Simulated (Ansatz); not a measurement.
BAs:
```cif
data_AsB
_chemical_formula_sum 'As1 B1'
_space_group_name_H-M_alt 'P 1'
_space_group_IT_number 1
_cell_length_a 3.38272
_cell_length_b 3.38272
_cell_length_c 3.38272
_cell_angle_alpha 60.000
_cell_angle_beta 60.000
_cell_angle_gamma 60.000
loop_
_space_group_symop_operation_xyz
  'x, y, z'
loop_
_atom_site_label
_atom_site_type_symbol
_atom_site_fract_x
_atom_site_fract_y
_atom_site_fract_z
_atom_site_occupancy
As1 As 0.75000 0.75000 0.75000 1
B1 B 0.00000 0.00000 0.00000 1
```

Relaxed with r²SCAN. r²SCAN (plane waves, PAW; program Ansatz) gives a gap of 1.37 eV.

**Question.** What gap does HSE06 give on the same cell (Ansatz, PAW)?

**Answer.** 1.83 eV, 0.45 eV more. The hybrid was solved on a coarser mesh and at special points; its gap is the smallest among all of these.

| k | v1 r²SCAN | c1 r²SCAN | v1 HSE06 | c1 HSE06 |
|---|---|---|---|---|
| Γ | 0.00 | 3.44 | ___ | ___ |
| X | -4.29 | 1.62 | ___ | ___ |
| L | -1.93 | 2.94 | ___ | ___ |
| W | -5.41 | 5.70 | -5.64 | 6.18 |
| K | -3.67 | 2.28 | ___ | ___ |

**Question.** Top valence (v1) and lowest conduction level (c1) in eV from each method's valence maximum (which need not be a listed point): supply the withheld HSE06 values.

**Answer.** 
- X, v1 HSE06: -4.45
- X, c1 HSE06: 2.07
- L, v1 HSE06: -1.98
- L, c1 HSE06: 3.53
- K, v1 HSE06: -3.80
- K, c1 HSE06: 2.75
- Γ, v1 HSE06: 0.00
- Γ, c1 HSE06: 4.11

Cost on shared cores: the r²SCAN run (SCF on a 10×10×10 mesh, then bands and DOS) about 17 core-seconds (a rough figure), the HSE06 run (SCF on 7×7×7, then a few points) very roughly 70 core-seconds; the tasks are unlike.

Space group F-43m (zinc blende). The r²SCAN relaxation kept the symmetry of its start; phonons on a q-mesh show no instability. Spin–orbit coupling is left out wherever it is not named.

Potentials: the later of the program's two PAW sets.
